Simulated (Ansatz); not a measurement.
## NbRu (P4/mmm), stationary points along a deformation path

Computed with Ansatz 0.2.0, DFT r2SCAN, scalar-relativistic, plane waves, PAW. The runs took a 500 eV cutoff, a Γ-centred 18×18×16 mesh and Gaussian smearing (0.15 eV). No spin polarisation. Energies are free energies at this smearing, counted from the undisturbed cell; pressure is positive in compression.

Zero of the scan (as given, not relaxed at this level; it stands at 9.8 GPa, and it needn't be the usual structure):

```
Nb Ru
1.0
     3.00000    0.00000    0.00000
     0.00000    3.00000    0.00000
     0.00000    0.00000    3.38000
Nb Ru
1 1
Direct
  0.00000 0.00000 0.00000
  0.50000 0.50000 0.50000
```

At fixed volume and fractional coordinates, lengths along (0.000, 0.000, 1.000) are scaled against those across it; ρ is that ratio over its starting value. V = 15.210 Å³/atom. Δσ is the stress along the axis less the mean stress across it (compression positive).

```csv
ρ,ΔE (meV/atom),Δσ (GPa),space group
0.800,27.8,7.87,P4/mmm
0.850,17.9,-1.66,P4/mmm
0.920,15.7,5.50,P4/mmm
0.960,1.8,3.60,P4/mmm
1.000,0.0,-2.25,P4/mmm
1.050,16.9,-8.93,P4/mmm
1.100,51.9,-14.40,P4/mmm
1.200,125.1,-11.70,P4/mmm
1.300,193.3,-16.33,P4/mmm
```

Question: How does the stress give the slope of the energy, and where is the energy stationary?

Answer: Along the path d ln(length) is 2/3 d ln ρ on the axis and −1/3 d ln ρ across it, so dE/d ln ρ = −(2/3) V Δσ: the energy falls with ρ where Δσ is positive. Δσ vanishes or changes sign between ρ = 0.800 and 0.850, a minimum (near 0.84 by linear interpolation); between ρ = 0.850 and 0.920, a maximum (near 0.87 by linear interpolation); between ρ = 0.960 and 1.000, a minimum (near 0.98 by linear interpolation). Pairs of stationary points between two samples would go unseen, and could change a minimum read from distant neighbours into a maximum.

Question: Integrate that slope from ρ = 1 to 0.850 by the trapezoid rule.

Answer: With V/N in Å³ and 1 eV/Å³ = 160.2 GPa the slopes at ρ = 1.000, 0.960, 0.920, 0.850 are 143, -228, -348, 105 meV/atom per unit of ln ρ. The steps add 1.7 + 12.3 + 9.6 = 23.6 meV/atom, against 17.9 from the energies; the trapezoid rule misses the curvature of the slope within each step.

In a metal these slopes depend on the k mesh and the smearing.

Cost: 9 runs of about 9.3 core-minutes in all, on Arm Neoverse N1 (shared hosts).